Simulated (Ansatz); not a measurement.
Data:

Hf3Ge2:
```
Hf3Ge2
1.0
    7.11362     0.00000     0.00000
    0.00000     7.11362     0.00000
    0.00000     0.00000     3.70516
Hf Ge
6 4
Direct
  0.00000   0.00000   0.00000
  0.50000   0.50000   0.00000
  0.16985   0.66985   0.50000
  0.83015   0.33015   0.50000
  0.33015   0.16985   0.50000
  0.66985   0.83015   0.50000
  0.63070   0.13070   0.00000
  0.36930   0.86930   0.00000
  0.86930   0.63070   0.00000
  0.13070   0.36930   0.00000
```

This is the r²SCAN-relaxed structure.

### Question
All from r²SCAN in the plane-wave PAW code Ansatz, unless another level is named. Predict the electronic character.

### Answer
metallic (no gap).

### Question
Predict the density of states at the Fermi level.

### Answer
0.61 states/eV per atom (mean over ±0.08 eV).

### Question
Predict the formation energy from the elements (no fitted shifts).

### Answer
-73 kJ/mol of atoms.

Space group P4/mbm. The workflow started from a Materials Project entry (that database holds measured and hypothetical structures alike); the Crystallography Open Database copy checked does not list it. Whether it is the stable phase at ambient conditions was not checked. The r²SCAN relaxation kept the symmetry of its start; whether a distortion lowers the energy is not shown. No spin polarisation was allowed. The references are the lowest solids computed at this level, not always the standard phases. Spin–orbit coupling is left out wherever it is not named.

Potentials: the earlier of the program's two PAW sets.
